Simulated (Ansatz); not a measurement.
SrO:
```
SrO
1.0
    0.00000     2.59749     2.59749
    2.59749     0.00000     2.59749
    2.59749     2.59749     0.00000
Sr O
1 1
Direct
  0.00000   0.00000   0.00000
  0.50000   0.50000   0.50000
```

Relaxed with PBE. Special points in fractions of this cell's reciprocal vectors: Γ (0.000, 0.000, 0.000); X (0.500, 0.000, 0.500); U (0.625, 0.250, 0.625); K (0.375, 0.375, 0.750); L (0.500, 0.500, 0.500); W (0.500, 0.250, 0.750).

Question: List the band energies nearest the valence-band maximum at these points for the program Ansatz at the PBE level (PAW).

Answer: In eV from the valence-band maximum; about four levels below and three above (degenerate sets whole), none deeper than 8.9 eV; points with the same levels are listed once.

```json
[
 {"k": "Γ", "below": "0.00 0.00 0.00", "above": "3.79 6.19 6.19 6.19"},
 {"k": "X", "below": "-0.46 -0.10 -0.10", "above": "3.33 7.61 10.03"},
 {"k": "U", "below": "-0.92 -0.54 -0.49", "above": "4.77 7.76 8.53"},
 {"k": "L", "below": "-2.09 -1.05 -1.05", "above": "6.45 8.18 8.72 8.72"},
 {"k": "W", "below": "-1.06 -0.44 -0.44", "above": "5.96 5.96 8.44"}
]
```

Space group Fm-3m (rock salt). The cell was relaxed with PBE under the symmetry of its start; phonons on a q-mesh show no instability. Scalar-relativistic: spin–orbit coupling is off unless named, which matters more the heavier the elements.

Potentials: the later of the program's two PAW sets.
